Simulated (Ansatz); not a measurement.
# Is this La6N structure a true minimum?

It was reached by relaxing an invented guess, and it needn't be the stable form of this composition.

Computed with DFT PBE, scalar-relativistic, plane waves, PAW (Ansatz). Plane waves to 420 eV, a k mesh through Γ of 12×12×2 on the computed 7-atom cell and Gaussian smearing (0.10 eV); no spin polarisation.

The cell below (7 atoms, space group P-3m1 (No. 164)) is relaxed within its symmetry.

```xyz
7
Lattice="3.7132 0.0000 0.0000 -1.8566 3.2157 0.0000 0.0000 0.0000 18.9096" Properties=species:S:1:pos:R:3 pbc="T T T"
La    0.0000    2.1438    7.9026
La    1.8566    1.0719   11.0070
La    0.0000    2.1438    1.4148
La    1.8566    1.0719   17.4948
La    0.0000    0.0000   13.9612
La    0.0000    0.0000    4.9484
N     0.0000    0.0000    0.0000
```

For the test it was strained at random (σ = 1.5 % a component), the atoms were moved at random (σ = 0.05 Å), and all was relaxed again on a coarse 6×6×2 mesh (in the run’s order of axes) with 0.20 eV smearing, with no symmetry imposed.

The cell is a metal run without spin; a magnetic state may lie lower.

**Question.** Is the structure stable against such a distortion?

**Answer.** It returns, within 1 meV/atom of the unmoved cell on that mesh and with the same symmetry when read at 0.1 Å (P1 at 0.01 Å, so small strains and shifts remain). No instability shows in this cell; modes of other wave vectors, which need another repeat, aren't tested.
